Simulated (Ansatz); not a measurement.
# Formation energy of CsCl-type EuMn

Level of theory: DFT, PBEsol, scalar-relativistic, collinear spin; plane waves to 420 eV with PAW datasets (Ansatz 0.2.0), Γ-centred 8×8×8 mesh, 0.05 eV Gaussian smearing; PAW files: Ansatz's generated set soft_2.

The cell came from substitution into a structure type; whether the compound takes it is for experiment to say.

It takes space group Pm-3m (No. 221, cubic). The conventional cell has a = 3.519 Å, b = 3.519 Å, c = 3.519 Å, α = 90.00°, β = 90.00°, γ = 90.00°. Eu (site symmetry m-3m) has 8 Mn at 3.05 Å as nearest neighbours. Mn (site symmetry m-3m) has 8 Eu at 3.05 Å as nearest neighbours. (Neighbours are counted to 15 % beyond the shortest distance.)

The elements were computed in their standard states with the same datasets, cutoff and functional. The compound's run is ferrimagnetic, with site spin moments Eu 6.73; Mn -3.53 μB. Total energies depend on the potentials used, so only differences within one code and one set of settings carry meaning.

Energy of the relaxed cell (2 atoms, smearing extrapolated to zero): -12532.371 eV. Elements, in eV/atom: Eu -8664.407, Mn -3868.825.

What is the formation energy?

[-12532.371 − (1 × -8664.407 + 1 × -3868.825)] / 2 = 0.43 eV/atom, or 41 kJ per mole of atoms.

The value is for 0 K, without zero-point energy. A positive value means that this structure is unstable even against the elements at this level.

Without a U the 4f levels of Eu lie too near the Fermi level, so their share of the states there, and what hangs on it, is overstated. These numbers lack spin–orbit coupling. The run wasn't fully tested for a lower electronic state. Site moments are of spin, integrated over atomic spheres. The antiparallel order was set by the start and isn't a prediction.
